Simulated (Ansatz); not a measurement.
## Structure relaxation, TiC

The start is a generated cell, TiC placed in the AFLOW prototype AB_oP8_62_c_c (B27, as in FeB). A full variable-cell relaxation at zero pressure is run with r2SCAN (plane waves to 500 eV, PAW, scalar-relativistic; Ansatz, a quantum-chemistry and plane-wave program). First-step values are on the input's coarse k-mesh.

Ansatz input (later rounds restart from its end on a renewed k-mesh):
Ansatz 0.2 input:
```yaml
crystal:
  lattice:
    - [5.9582772, 0, 0]
    - [0, 3.1943739, 0]
    - [0, 0, 4.3947038]
  atoms:
    - { symbol: Ti, position: [0.82, 0.25, 0.125] }
    - { symbol: Ti, position: [0.32, 0.25, 0.375] }
    - { symbol: Ti, position: [0.18, 0.75, 0.875] }
    - { symbol: Ti, position: [0.68, 0.75, 0.625] }
    - { symbol: C, position: [0.125, 0.25, 0.69] }
    - { symbol: C, position: [0.625, 0.25, 0.81] }
    - { symbol: C, position: [0.875, 0.75, 0.31] }
    - { symbol: C, position: [0.375, 0.75, 0.19] }
basis: { ecutwfc: 500, ecutrho_ratio: 4, xc_grid: 4, fft_grid_basis: typed }
kpoints: { mp_grid: { grid: [4, 7, 5] } }
hamiltonian:
  xc: r2scan
  dispersion: none
  pseudopotentials: { azcp: { folder: ./paw }, kind: paw }
scf: { occupations: { method: fermi_dirac, width: 0.05 } }
relax: { f_tol: 0.01, max_steps: 100, cell: { stress_tol: 0.02 } }
output: { forces: true, stress: true }
```

### Question
What pressure does the first self-consistent step give?

### Answer
+67 GPa (positive: the cell is compressed).

### Question
What symmetry does the relaxed structure have?

### Answer
The space group goes from Pnma (No. 62) to P6₃/mmc (No. 194); the end is NiAs type, with 4 atoms in the primitive cell.

### Question
By how much does the energy per atom fall from start to end?

### Answer
1.79 eV/atom.

### Question
How do the shortest distances between atoms change?

### Answer
The closest pairs of elements (up to four, under 3.6 Å), start → end: C–Ti 1.81 → 2.17 Å; C–C 2.75 → 2.36 Å; Ti–Ti 2.84 → 2.98 Å.

### Question
What band gap does the relaxed structure have at this level?

### Answer
No gap (metallic).

### Question
Write out the relaxed structure.

### Answer

```cif
data_C2Ti2
_chemical_formula_sum 'Ti2 C2'
_space_group_name_H-M_alt 'P63/mmc'
_space_group_IT_number 194
_space_group_name_Hall '-P 6c 2c'
_cell_length_a 3.14548
_cell_length_b 3.14548
_cell_length_c 4.72437
_cell_angle_alpha 90.000
_cell_angle_beta 90.000
_cell_angle_gamma 120.000
loop_
_atom_site_label
_atom_site_type_symbol
_atom_site_symmetry_multiplicity
_atom_site_Wyckoff_symbol
_atom_site_fract_x
_atom_site_fract_y
_atom_site_fract_z
_atom_site_occupancy
Ti1 Ti 2 c 0.33333 0.66667 0.25000 1
C1 C 2 a 0.00000 0.00000 0.00000 1
```

Final values are on a 17×17×10 k-mesh of the relaxed cell. No spin polarisation in the result.

The run could not lose the symmetry of its start; a randomly shaken copy of 8 atoms returns to this structure.

The relaxed structure here is a generated cell of TiC: the first start was made by placing the elements on the sites of a structure type, and the end was not matched to a known phase here, so it may be hypothetical. Known forms of TiC include space group No. 225.
